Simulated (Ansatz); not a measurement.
Here is the system:

Y$_{2}$SiO$_{5}$:
Space group C2/c (No. 15); a = 14.431 Å, b = 6.741 Å, c = 10.427 Å, α = γ = 90.00°, β = 122.20°

| atom | site | symmetry | x | y | z |
|---|---|---|---|---|---|
| Y | 8f | 1 | 0.0366 | 0.2554 | 0.4654 |
| Y | 8f | 1 | 0.3584 | 0.1229 | 0.1646 |
| Si | 8f | 1 | 0.1815 | 0.0905 | 0.3073 |
| O | 8f | 1 | 0.4823 | 0.0954 | 0.1027 |
| O | 8f | 1 | 0.2994 | 0.4315 | 0.0633 |
| O | 8f | 1 | 0.2965 | 0.1468 | 0.3249 |
| O | 8f | 1 | 0.1192 | 0.2864 | 0.3207 |
| O | 8f | 1 | 0.0900 | 0.0027 | 0.1411 |
(The calculation used a cell of 32 atoms; values per cell refer to that cell.)

This is the r²SCAN-relaxed structure.

Q: All from plane-wave PAW r²SCAN (Ansatz code), unless another level is named. Give the band gap.

A: 5.45 eV (direct).

Q: Next, the formation energy from the elements (no fitted shifts)?

A: -351 kJ/mol of atoms.

Q: What about the valence-band maximum?

A: at Γ.

The first step of the workflow began from a Materials Project structure, measured or hypothetical; the Crystallography Open Database files this formula in space group No. 15, but the cells were not matched. Whether it is the stable phase at ambient conditions was not checked. The r²SCAN relaxation kept the symmetry of its start; its stability against distortions is not shown here. The run is not spin-polarised. The references are the lowest solids computed at this level, not always the standard phases (solids in place of the gases). Scalar-relativistic: spin–orbit coupling is off unless named, which matters more the heavier the elements.

Potentials: the later of the program's two PAW sets.
